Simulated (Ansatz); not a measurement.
SiSnGeC in space group Pmm2 (No. 25; C on 1a, Si on 1c, Ge on 1d, Sn on 1b) at seven volumes, the program Ansatz at the r²SCAN level (PAW), shape and atoms relaxed at each. One row is withheld.

| V (Å³/atom) | P (GPa) |
|---|---|
| 16.337 | 11.52 |
| 16.875 | 7.07 |
| 17.414 | 3.29 |
| 17.952 | 0.02 |
| 18.491 | -2.65 |
| 19.030 | -4.93 |
| 19.568 | ? |

Fit the shown pressures and predict the withheld one.

Third-order Birch–Murnaghan: P = (3/2)B₀(x^(7/2) − x^(5/2))[1 + (3/4)(B′ − 4)(x − 1)] with x = (V₀/V)^(2/3). Least squares on the six rows gives V₀ = 17.964 Å³/atom, B₀ = 97.77 GPa, B′ = 4.56. At V = 19.568, x = 0.9446 and P = -6.88 GPa. The run itself gave -6.82 GPa.

The start of the workflow was typed in or built on a structure type; neither database checked (COD, Materials Project) lists it. Its standing as an ambient phase is unchecked. The cell keeps a stress of up to 0.2 GPa. The cell was relaxed with r²SCAN under the symmetry of its start; its stability against distortions is not shown here. Its formation energy is positive at this level, so the cell may be metastable or incomplete. Scalar-relativistic: spin–orbit coupling is off unless named, which matters more the heavier the elements.

Potentials: the later of the program's two PAW sets.
